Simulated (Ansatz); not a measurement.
# Energy against total moment in Co

Co is taken as an experimental structure (space group P6_3/mmc), 2 atoms in the cell. Source: COD entry 9008492; the sample's temperature and pressure aren't taken into account, and it need not be the stable phase.

```
CELL_PARAMETERS angstrom
2.50710 0.00000 0.00000
-1.25355 2.17121 0.00000
0.00000 0.00000 4.06860
ATOMIC_POSITIONS crystal
Co 0.33333 0.66667 0.25000
Co 0.66667 0.33333 0.75000
```

Numbers behind element symbols give the atom's place in this list.

Method: Ansatz development build ahead of 0.2.0, DFT, r2SCAN, PAW, plane waves, scalar-relativistic.

```json
{"Plane-wave cutoff": "500 eV", "k-point mesh": "13×13×7 (Γ-centred)", "Occupations": "Fermi–Dirac smearing, 0.1 eV", "Valence electrons": "34"}
```

The total moment includes the space between the atomic spheres.

r2SCAN tends to overstate moments and magnetic energies in itinerant metals.

The total moment of the cell is held fixed (separate Fermi levels for the two spins), shared at the start among the Co atoms with one sign; no search for lower states follows. F is the free energy per cell, and F(lowest) that of the lowest run, the runs with a free moment included. A row is the solution that its start led to, not a proven minimum at that M. The run at M = 0 starts without moments and gives the spin-unpolarised solution; a state with cancelling moments wasn't tried, and may lie lower.

The run at M = 3.11 μB took 7 s on 2 threads of Arm Neoverse V2, with other jobs on the host, peak memory 0.4 GiB.

```tsv
fixed M (μB/cell)	F − F(lowest) (meV/cell)	moments of Co1 Co2 (μB)
0.00	1101	0.00 0.00
0.78	1019	0.44 0.44
1.55	803	0.87 0.87
2.33	468	1.30 1.30
3.11	?	?
3.88	41	2.06 2.06
4.66	551	2.36 2.36
5.44	?	?
6.21	3670	2.93 2.93
```

(1) Fill in the row for M = 3.11 μB.

(2) Fill in the row for M = 5.44 μB.

(3) Where do runs with a free total moment end?

## Answers

(1) 86 meV; moments Co1 1.71, Co2 1.71 μB.

(2) 1707 meV; moments Co1 2.65, Co2 2.65 μB.

(3) “parallel moments scaled by 0.1, free total moment [Co1 0.30, Co2 0.30 μB]” ends at 3.58 μB, 0 meV; “parallel moments, free total moment [Co1 3.00, Co2 3.00 μB]” ends at 3.58 μB, 0 meV. No free run was started from opposed moments.
